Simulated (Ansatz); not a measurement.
Values for one crystal, relaxed and computed with DFT-r²SCAN in the program Ansatz with PAW potentials; other levels are named.

| Quantity | Value |
|---|---|
| Volume per atom | 15.92 Å³ |
| Electronic character | metallic (no gap) |
| Young's modulus | 104 GPa |
| Debye temperature from the elastic constants | 498 K |
| Bulk modulus (Birch–Murnaghan fit) | 92.3 GPa |
| Mechanical stability | stable (all eigenvalues of C positive) |
| Density of states at the Fermi level | 0.37 states/eV per atom (mean over ±0.08 eV) |

Problem. Which compound is it?
A) Al, P6_3/mmc (Al on 4f, Al on 2b, Al on 4f, Al on 2a)
B) Bi, A7 (α-As type)
C) Cs, bcc (W type)
D) Ca, fcc (Cu type)

Solution. A, Al, P6_3/mmc (Al on 4f, Al on 2b, Al on 4f, Al on 2a)

The start of the workflow was typed in or built on a structure type; the Crystallography Open Database copy checked does not list it. It is not the phase usual at ambient conditions (space group No. 225). The cell was relaxed with r²SCAN under the symmetry of its start; its stability against distortions is not shown here. As this level gives no gap, shear constants depend on the k-mesh and smearing (Fermi–Dirac, 0.1 eV here).

Potentials: the earlier of the program's two PAW sets.
